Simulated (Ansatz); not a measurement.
The relaxed structure here is a generated cell of SnO: the first start was made by placing the elements on the sites of a structure type, and the end was not matched to a known phase here, so it may be hypothetical. Known forms of SnO include space group No. 129.

A relaxed structure of SnO. Space group Pm-3m (No. 221), CsCl type. Level of theory: PBE (plane waves to 420 eV, PAW, scalar-relativistic; Ansatz, a quantum-chemistry and plane-wave program).

```xyz
2
Lattice="3.1316 0.0000 0.0000 0.0000 3.1316 0.0000 0.0000 0.0000 3.1316" Properties=species:S:1:pos:R:3 pbc="T T T"
Sn     1.5658     1.5658     1.5658
O      0.0000     0.0000     0.0000
```

```json
{
  "volume_per_atom": "15.36 Å³",
  "band_gap": "no gap on the sampled points, where the bands overlap only slightly; such a result is sensitive to mesh and level",
  "shortest_distances": "O–Sn 2.71 Å; Sn–Sn 3.13 Å; O–O 3.13 Å",
  "k-mesh": "11×11×11"
}
```

No spin polarisation in the result.

The run could not lower the symmetry of its start; a shaken copy of this end point relaxes with PBE to P3m1 (No. 156), 0.47 eV/atom lower.
